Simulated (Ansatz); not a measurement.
Name crystals whose computed values (r²SCAN (plane waves, PAW; program Ansatz)) fall in these windows: HSE06 gap (eV) 1.9 to 2.6; gap (eV) 1.2 to 1.7.



| crystal | HSE06 gap (eV) | gap (eV) |
|---|---|---|
| LaN, zinc blende | 2.17 | 1.51 |
| CdS, zinc blende | 2.11 | 1.54 |
| B, α-B12 | 2.10 | 1.60 |
| CdS, wurtzite | 2.19 | 1.63 |
| ZnO, wurtzite | 2.53 | 1.24 |
Others may fit too.

Typed or built starts, not in the databases checked: LaN, zinc blende. All cells were relaxed under the symmetry of their starts (and spin orders); stability against distortions was not tested throughout. Scalar-relativistic: spin–orbit coupling is off unless named, which matters more the heavier the elements.

Potentials: the later of the program's two PAW sets.
